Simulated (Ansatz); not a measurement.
input.yaml (Ansatz)

```yaml
crystal:
  lattice:
    - [3.4315615435, 0.0, 0.0]
    - [0.0, 3.4315615435, 0.0]
    - [0.0, 0.0, 3.4315615435]
  atoms:
    - { symbol: La, position: [0.0, 0.0, 0.0] }
hamiltonian:
  xc: r2scan
  pseudopotentials:
    kind: paw
    azcp:
      La: "pseudopotentials/La.paw.azcp"
basis:
  ecutwfc: 500
  fft_grid_basis: typed
kpoints:
  mp_grid: { grid: [9, 9, 9], shift: [0, 0, 0] }
magnetization:
  spin_polarized: false
scf:
  occupations: { method: fermi_dirac, width: 0.1 }
relax:
  max_steps: 60
  f_tol: 0.01
  cell: {}
```

and its output:

```
Engine: ansatz 0.2.0, x86_64-unknown-linux-gnu
Pseudopotentials: kind: paw
Pseudopotential: La, paw, valence charge 11, recommended cutoff 500 eV (meta_gga) 
Functional definition: r2SCAN
  parameter k0 = 0.174
  parameter k1 = 0.065
  parameter a1 = 4.9479
  exchange = r2scan_x(k0 = k0, k1 = k1, a1 = a1)
  correlation = r2scan_c
Crystal: 1 atoms, lattice volume = 40.409 Å³
Basis set: ecut = 500 eV, 1021 PW (Γ), exchange–correlation on 108×108×108 points (64 copies of the dense FFT grid, shifted against one another)
Bands: 10, of which v1, the nominal top of the filled ones, is band 6 counted from 1 (5 counted from 0)
Symmetry: 48 space group operations
Space group: Pm-3m (ITA 221), of the structure as read, at distance tolerance 3.4e-5 Å
k-points: 35 of 729
Non-local potential: La, projectors of the file, l = 0: 3, l = 1: 2, l = 2: 2, l = 3: 3
PAW form: soft (Blöchl's): semilocal exchange-correlation on the pseudo side does not see the compensation charge
PAW frozen core: La, regenerated for the run's functional (the file was generated under x = pbe(κ = 0.804, μ = 0.2195149727645171), c = pbe(β = 0.06672455060314922))
PAW one-centre angular grid: La, 974 points (default); XC on 160 Gauss nodes
Initial density: superposition of atomic densities (neutral atoms: chi_scale 0, normalization atom), corrected by the library's trained network
Initial wavefunctions: pseudopotential atomic-orbital guess
Functional: x = r2scan, c = r2scan; τ floored in thin density (d = 2e-4 eV/Å³)
SCF iter   1: F=—  HF=-6264.149904 eV  |F-HF|=—  |Δ(HF+E_count)|=         —  Δρ=8.47e-3  dr2=3.43e-2  dr2_τ=2.83e-3  ethr=1.77e-3  ⟨swp⟩=3.9  Hψ=1701  notcnv=0
SCF iter   2: F=—  HF=-6264.216819 eV  |F-HF|=—  |Δ(HF+E_count)|=   6.69e-2  Δρ=4.24e-3  dr2=9.43e-3  dr2_τ=3.47e-4  ethr=3.12e-4  ⟨swp⟩=2.2  Hψ=943  notcnv=0
SCF iter   3: F=—  HF=-6264.215531 eV  |F-HF|=—  |Δ(HF+E_count)|=   1.29e-3  Δρ=3.64e-4  dr2=4.42e-5  dr2_τ=9.50e-6  ethr=8.57e-5  ⟨swp⟩=2.4  Hψ=679  notcnv=0
SCF iter   4: F=—  HF=-6264.215650 eV  |F-HF|=—  |Δ(HF+E_count)|=   1.19e-4  Δρ=1.34e-4  dr2=7.38e-6  dr2_τ=7.24e-8  ethr=4.02e-7  ⟨swp⟩=2.0  Hψ=575  notcnv=0
SCF iter   5: F=—  HF=-6264.215659 eV  |F-HF|=—  |Δ(HF+E_count)|=   9.15e-6  Δρ=3.70e-5  dr2=5.35e-7  dr2_τ=5.71e-9  ethr=6.71e-8  ⟨swp⟩=3.0  Hψ=597  notcnv=0
SCF iter   6: F=-6264.215659 eV  HF=-6264.215659 eV  |F-HF|=7.48e-9  |Δ(HF+E_count)|=   7.99e-7  Δρ=5.00e-6  dr2=1.66e-8  dr2_τ=2.75e-10  ethr=9.09e-10  ⟨swp⟩=5.0  Hψ=1248  notcnv=0
SCF 1 converged in 6 iterations: F = -6264.215659 eV  dr2 = 1.66e-8
...
Initial wavefunctions: pseudopotential atomic-orbital guess (no wavefunctions were taken with the density)
iter 1 solved again at ethr=8.09e-8 eV; its pass at ethr=3.10e-3 eV (dr2=8.90e-6 eV) is discarded
SCF iter   1: F=—  HF=-6264.254551 eV  |F-HF|=—  |Δ(HF+E_count)|=         —  Δρ=1.15e-4  dr2=5.29e-7  dr2_τ=2.32e-6  ethr=8.09e-8  ⟨swp⟩=3.0  Hψ=2857  notcnv=0
SCF iter   2: F=—  HF=-6264.254555 eV  |F-HF|=—  |Δ(HF+E_count)|=   3.38e-6  Δρ=5.75e-5  dr2=1.07e-7  dr2_τ=2.09e-7  ethr=4.81e-9  ⟨swp⟩=2.0  Hψ=556  notcnv=0
SCF iter   3: F=—  HF=-6264.254556 eV  |F-HF|=—  |Δ(HF+E_count)|=   8.05e-7  Δρ=7.26e-6  dr2=4.52e-9  dr2_τ=3.40e-9  ethr=9.69e-10  ⟨swp⟩=2.0  Hψ=553  notcnv=0
SCF iter   4: F=—  HF=-6264.254556 eV  |F-HF|=—  |Δ(HF+E_count)|=   1.59e-8  Δρ=7.06e-7  dr2=1.47e-10  dr2_τ=3.23e-11  ethr=4.11e-11  ⟨swp⟩=2.0  Hψ=577  notcnv=0
SCF iter   5: F=—  HF=-6264.254556 eV  |F-HF|=—  |Δ(HF+E_count)|=  5.02e-10  Δρ=4.60e-7  dr2=4.33e-11  dr2_τ=6.21e-12  ethr=1.00e-12  ⟨swp⟩=6.0  Hψ=1509  notcnv=0
SCF iter   6: F=-6264.254556 eV  HF=-6264.254556 eV  |F-HF|=3.64e-12  |Δ(HF+E_count)|=  1.55e-10  Δρ=3.02e-8  dr2=4.03e-13  dr2_τ=1.35e-14  ethr=1.00e-12  ⟨swp⟩=4.7  Hψ=1652  notcnv=0
SCF 5 converged in 6 iterations: F = -6264.254556 eV  dr2 = 4.03e-13
relax step   5: F+E_penalty+E_count = -6264.25455559 eV  Δ(F+E_penalty+E_count) = +5.475e-4 eV  max|allowed force component| = 0.000e0 eV/Å  Δτ_max = 0.0000 Å  P = -0.014 GPa  Ω = 35.892 Å³  stress off target by 1.38e-2 GPa  SCF on the basis re-selected at this cell (its energy is not comparable with the rows above)  (6 SCF iters)
basis re-selected at this cell: Δ(F+E_penalty+E_count) = +5.475e-4 eV, ΔP = -0.002 GPa vs the last step (what re-selecting the basis moved, of the pressure what is left beyond the Pulay correction that the steps carried, after the strain that the cell walked since its last selection, with what the two solves' SCF thresholds leave and, on support functions, any second-order correction that the steps lacked; it is no measure of the basis error at this ecutwfc). The dense FFT grid was sized anew with the basis: this SCF ran on 25×25×25 points, the steps before it on 27×27×27, so part of this shift can come from that change (see relax.cell in the input reference). This SCF's stress stands 1.38e-2 GPa from its target on what of the cell is left free (relax.cell.stress_tol is 5.00e-2 GPa) and its largest allowed force component is 0.00e0 eV/Å (relax.f_tol is 1.00e-2 eV/Å): within both
SCF converged after 6 iterations
Free energy (F): -6264.254556 eV
Harris-Foulkes:  -6264.254556 eV  (|F-HF|=3.64e-12)
Internal energy: -6264.198038 eV  (E = F + TS)
E sigma→0 (E₀):  -6264.226297 eV
Entropy (-TS):   -0.056517 eV (-56.517 meV/atom)
Fermi energy:    11.524415 eV
--- Per-component energies (eV) ---
  E_band       = -48.690004
  E_kinetic    = 194.791012
  E_local      = -344.638979  (includes V_loc(G=0)·N_el)
  E_nonlocal   = 93.306646
  E_hartree    = 111.270006
  E_xc         = -132.485467
  E_vxc        = -161.067235  (∫ρ·V_xc dr)
  E_paw        = -5437.165788  (= ΣΔE_a)
  E_vpaw       = -61.958304  (= ΣTr[D̂ρ^β])
  E_aug_tail   = 0.000000  (compensation charges beyond the density's cutoff)
  E_vtau       = 8.336854  (kinetic-family band-sum trace: ∫τ·v_τ [+ j·A + Jᵃ·Aᵃ] dr)
  E_ewald      = -749.343981
  E_core_change = 0.068512  (= ΣΔE_core)
  E_smearing   = -0.056517  (= −TS)
  E_closure    = 0.000000  (closes the sum)
  Σ components = -6264.254556   (vs F -6264.254556, Δ=0.00e0)
--- Forces (eV/Å), atoms counted from 1 ---
  atom   1  La    -0.00000000    -0.00000000    -0.00000000
  max |Σ_I F_I| component: 5.14e-33 eV/Å
--- Stress (GPa, compression-positive) ---
       -0.013842       0.000000      -0.000000
        0.000000      -0.013842       0.000000
       -0.000000       0.000000      -0.013842
  P = ⅓ Tr σ = -0.0138 GPa (-0.138 kbar)
--- Relaxed structure (4 steps of the walk, 4 accepted, 1 SCFs on fresh bases) ---
  F+E_penalty+E_count = -6264.25455559 eV   max|allowed force component| = 0.000e0 eV/Å   (the final SCF, on the basis selected at the relaxed cell)
  cell:  # Å, volume = 35.8916 Å³
    - [3.298608879566616, 4.65433069893582e-34, -5.135813185032629e-34]
    - [4.65433069893582e-34, 3.298608879566616, -1.6049416203226965e-35]
    - [-5.135813185032629e-34, -1.6049416203226965e-35, 3.298608879566616]
  atoms:
    - { symbol: La, position: [0.0, 0.0, 0.0] }
```

Launched by

```sh
ansatz run input.yaml --threads 1 --pin off --max-ram 3584MiB --backend cpu --events-out ev --progress --plain --runs-dir out
```

On 1 thread of Intel(R) Xeon(R) Platinum 8259CL CPU @ 2.50GHz (Skylake/Cascade Lake) (shared host) this took about 19 s of wall time and 19 s of CPU time.
